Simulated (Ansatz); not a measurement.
Cu Kα1 powder pattern (kinematic, no thermal factors).
```json
{"2θ (°)": "25.53", "relative intensity": "69"}
{"2θ (°)": "28.73", "relative intensity": "46"}
{"2θ (°)": "35.45", "relative intensity": "80"}
{"2θ (°)": "38.81", "relative intensity": "100"}
{"2θ (°)": "46.25", "relative intensity": "98"}
{"2θ (°)": "51.73", "relative intensity": "41"}
{"2θ (°)": "52.45", "relative intensity": "17"}
{"2θ (°)": "59.50", "relative intensity": "14"}
{"2θ (°)": "60.25", "relative intensity": "29"}
{"2θ (°)": "60.90", "relative intensity": "17"}
{"2θ (°)": "65.80", "relative intensity": "11"}
{"2θ (°)": "69.14", "relative intensity": "9"}
{"2θ (°)": "71.21", "relative intensity": "21"}
{"2θ (°)": "75.02", "relative intensity": "8"}
{"2θ (°)": "76.52", "relative intensity": "7"}
{"2θ (°)": "76.77", "relative intensity": "7"}
{"2θ (°)": "82.22", "relative intensity": "21"}
{"2θ (°)": "82.71", "relative intensity": "20"}
{"2θ (°)": "83.03", "relative intensity": "4"}
{"2θ (°)": "83.28", "relative intensity": "9"}
{"2θ (°)": "83.93", "relative intensity": "21"}
```

The pattern is computed from a structure relaxed with DFT PBE, scalar-relativistic, plane waves, PAW in Ansatz 0.2.0. No spin polarisation. Its elements are C, Zr.

Q: Give the structure.

A: ZrC2.
Space group Cmmm (No. 65). a = 2.715 Å, b = 6.973 Å, c = 3.104 Å, α = 90.00°, β = 90.00°, γ = 90.00°
```
atom  site  symmetry       x       y       z
  Zr    2d       mmm  0.0000  0.0000  0.5000
   C    4i       m2m  0.5000  0.8001  0.0000
```

A pattern alone doesn't exclude other cells with like lines; this is the one computed.

It was reached by relaxing an invented guess, and it needn't be the stable form of this composition.
